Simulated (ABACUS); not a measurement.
A self-consistent single point of Hf2Si (I4/mcm, 6 atoms in the cell; from Materials Project mp-9938, changed as shown).

```
Hf2Si
1.0
   -3.25337     3.25337     2.56549
    3.25337    -3.25337     2.56549
    3.25337     3.25337    -2.56549
Hf Si
4 2
Cartesian
  1.01824   2.23513   2.56549
  2.23513   1.01824   0.00000
  1.01824   4.27160   0.00000
  2.23513  -1.01824   2.56549
  0.00000   0.00000   3.84823
  0.00000   0.00000   1.28274
```

Method: PBEsol, PseudoDojo 0.4 standard norm-conserving PBEsol (tails mended) pseudopotentials (plane waves; ABACUS 3.10.1).

ABACUS settings:

| key | value |
|---|---|
| KPT | Gamma 5 5 5 0 0 0 |
| basis_type | pw |
| ecutwfc | 58 Ry |
| smearing_method | mv |
| smearing_sigma | 0.0199916 Ry |
| potentials | PseudoDojo 0.4 standard norm-conserving PBEsol (tails mended) |
| symmetry | 1 |
| symmetry_prec | 1e-05 |
| ks_solver | cg |
| scf_nmax | 100 |
| scf_thr | 1.0e-09 Ry |
| mixing_type | broyden |

Results:

- Number of valence electrons: 56
- Number of bands: 38
- Number of k-points after the program's reduction: 18
- Number of plane waves (most at a k-point): 5502
- Number of SCF iterations: 8
- FFT grid: 50 × 50 × 50
- Free energy E − TS: -6371.9014 eV
- Fermi level (on the code's own zero): 14.25 eV
- Pressure: 0.77 GPa
- Largest force (vector length): 0.014 eV/Å

Forces (eV/Å):
| atom | Fx | Fy | Fz |
|---|---|---|---|
| Hf1 | -0.010 | 0.010 | 0.000 |
| Hf2 | 0.010 | -0.010 | 0.000 |
| Hf3 | -0.010 | -0.010 | 0.000 |
| Hf4 | 0.010 | 0.010 | 0.000 |
| Si5 | 0.000 | 0.000 | 0.000 |
| Si6 | 0.000 | 0.000 | 0.000 |

Stress (GPa, positive for compression):
```
0.96  0.00  0.00
0.00  0.96  0.00
0.00  0.00  0.38
```

For comparison: a first run was changed to give this one (volume scaled by 0.98), and from it to this one the free energy falls by 1.7 meV/atom, the pressure goes from -2.19 to 0.77 GPa and the largest force goes from 0.009 to 0.014 eV/Å.

The structure comes from a collection of computed structures, made at another level of theory; the collection holds predicted forms beside known ones. No clean gap shows at this smearing width and mesh (spacing up to 0.31 Å⁻¹); the mesh is coarse for partly filled bands, so the values carry mesh errors.

Cost on one core: very roughly 4 core-minutes.

“Tails mended”: in these copies of the files the far tail of each local potential was reset to the Coulomb form.
